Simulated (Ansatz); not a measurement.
Input:

Ti (hcp, Mg type)

```yaml
crystal:
  lattice:
    - [2.90040, 0.00000, 0.00000]
    - [-1.45020, 2.51182, 0.00000]
    - [0.00000, 0.00000, 4.59020]
  atoms:
    - { symbol: Ti, position: [0.33333, 0.66667, 0.75000] }
    - { symbol: Ti, position: [0.66667, 0.33333, 0.25000] }
```

This relaxed cell (volume V₀) is scaled evenly in all directions, its shape held. Symmetry pins the atoms to their sites.

Computed with PBEsol (plane waves to 420 eV, PAW, scalar-relativistic; Ansatz, a program for electronic structure). k mesh 18×18×10 (Γ-centred), Fermi-Dirac smearing 0.05 eV. The energy includes the smearing's −TS. Stress and pressure are positive under compression. With the shape held, the modulus is that of even scaling; a crystal free to change shape is softer. The PAW data are Ansatz's earlier set. Ti is run without spin polarisation. Ti was relaxed with its symmetry unable to fall. ΔE is measured from the relaxed starting cell.

The scan covers V/V₀ from 0.840 to 1.160 in 13 points.

What is the fitted pressure derivative B₀′?

3.5.

What bulk modulus at fixed cell shape B₀ follows from a third-order Birch-Murnaghan fit?

119 GPa.

(A scan under strain: stresses follow from slopes of the energy per volume, elastic moduli from its curvatures.)
